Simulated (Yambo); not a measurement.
CsLiSO$_{5}$H$_{4}$ (space group Cm, No. 8), G0W0@LDA (Yambo, plasmon pole, terminator in G, 2×2×2 mesh): gap (-0.5, -0.5, -0.5) → Γ in eV by bands and screening block.

```tsv
bands (W and G)	2 Ry	3 Ry	4 Ry	6 Ry	7 Ry
56	7.21	7.15	7.10	7.14	7.14
86	6.91	___	6.84	6.91	___
126	6.79	6.77	6.75	6.83	6.85
176	6.75	6.73	6.72	6.82	6.84
226	6.74	6.72	6.70	___	6.84
```

Question: Estimate the withheld gaps from their neighbours; the computed values follow.

Answer: 
- 86, 3 Ry: 6.88
- 86, 7 Ry: 6.92
- 226, 6 Ry: 6.81

The largest settings aren't shown to be the converged limit.

Geometry of the Materials Project entry, not relaxed at this level; primitive cell a = 6.7101 Å, b = 6.7101 Å, c = 4.8122 Å, α = 107.13°, β = 107.13°, γ = 50.65°.
